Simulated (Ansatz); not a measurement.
**Band edges of KLuS2 (R-3m)**

```
CELL_PARAMETERS angstrom
1.95503 1.12874 7.23244
-1.95503 1.12874 7.23244
0.00000 -2.25748 7.23244
ATOMIC_POSITIONS crystal
K 0.00000 0.00000 0.00000
Lu 0.50000 0.50000 0.50000
S 0.23342 0.23342 0.23342
S 0.76658 0.76658 0.76658
```

Conventional cell: a = 3.910 Å, b = 3.910 Å, c = 21.697 Å, α = 90.00°, β = 90.00°, γ = 120.00°. Around K (atom 1) lie 6 S at 3.13 Å. Lu (atom 2) is surrounded by 6 S at 2.68 Å. S (atom 3) is surrounded by 3 Lu at 2.68 Å.

Computed, not measured; unless marked otherwise by PBEsol, all-electron LAPW in Ansatz 0.2.0, with spin-orbit coupling. k mesh 8×8×8, fixed occupations, basis error target 1 meV/atom. The cell was relaxed by PAW under this functional.

Extrema are searched on a 8×8×8 mesh and refined by Newton steps; masses come from band slopes 0.005 Å⁻¹ away, 1/m* = (1/ħ²) d²E/dk², negative for holes (the finite step makes the lightest masses up to about 3 % heavy). k is in units of the reciprocal vectors.

(1) Where are the band edges, and is the gap direct?

(2) What are the electron masses at the edge?

(3) What are the hole masses at the edge?

(4) What electronic dielectric constant and refractive index follow from the same bands (independent particles)?

(5) What gap does PAW give in the same cell?

(6) What does spin-orbit coupling change?

## Answers

(1) The valence maximum lies at Gamma (0.000, 0.000, 0.000) and the conduction minimum at F (0.000, -0.500, -0.500), so the Kohn-Sham gap of 2.050 eV is indirect; the least direct gap on the mesh is 2.924 eV.

(2) The principal masses are 0.279, 0.505, 1.85 mₑ. One valley has a density-of-states mass (m₁m₂m₃)^(1/3) = 0.638; 3 valleys give N^(2/3) times that, 1.33; the direction-averaged conductivity mass 3/Σ(1/mᵢ) is 0.491 mₑ.

(3) The principal masses are 0.328, 0.328, 2.38 mₑ. One valley has a density-of-states mass (m₁m₂m₃)^(1/3) = 0.634; the direction-averaged conductivity mass 3/Σ(1/mᵢ) is 0.46 mₑ.

(4) ε∞ = (6.18, 6.18, 5.39), so n ≈ √ε∞ = 2.43 (mean over directions) well under the gap and the normal reflectivity is ((n − 1)/(n + 1))² = 0.174. Local fields, left out here, lower ε∞ by several per cent.

(5) 2.049 eV, -1 meV from the LAPW value.

(6) The gap goes from 2.106 to 2.050 eV. The valence levels at the maximum lie at 0.000, -0.092, -0.405 eV (pairs).

Limits of these numbers: semilocal gaps are low, and what follows the gap (onsets, screening, light masses) shifts with it; the frozen-core PAW files of the compared runs were fitted under PBE, their cores solved anew for this functional.
